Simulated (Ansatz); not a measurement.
Se (diamond, Fd-3m) at seven volumes, the program Ansatz at the r²SCAN level (PAW), scaled uniformly. One row is withheld.

```csv
V (Å³/atom),P (GPa)
28.266,?
29.198,2.93
30.130,1.36
31.062,0.00
31.993,-1.18
32.925,-2.19
33.857,-3.04
```

Fit the shown pressures and predict the withheld one.

P = (3/2)B₀(x^(7/2) − x^(5/2))[1 + (3/4)(B′ − 4)(x − 1)] with x = (V₀/V)^(2/3). Least squares on the six rows gives V₀ = 31.058 Å³/atom, B₀ = 42.0 GPa, B′ = 4.01. At V = 28.266, x = 1.0648 and P = 4.78 GPa. The run itself gave 4.77 GPa.

The start of the workflow was typed in or built on a structure type; neither database checked (COD, Materials Project) lists it. It is not the phase usual at ambient conditions (space group No. 152). The cell was relaxed with r²SCAN under the symmetry of its start; whether a distortion lowers the energy is not shown. The volume moved by 26 % from the start of the relaxation.

Potentials: the earlier of the program's two PAW sets.
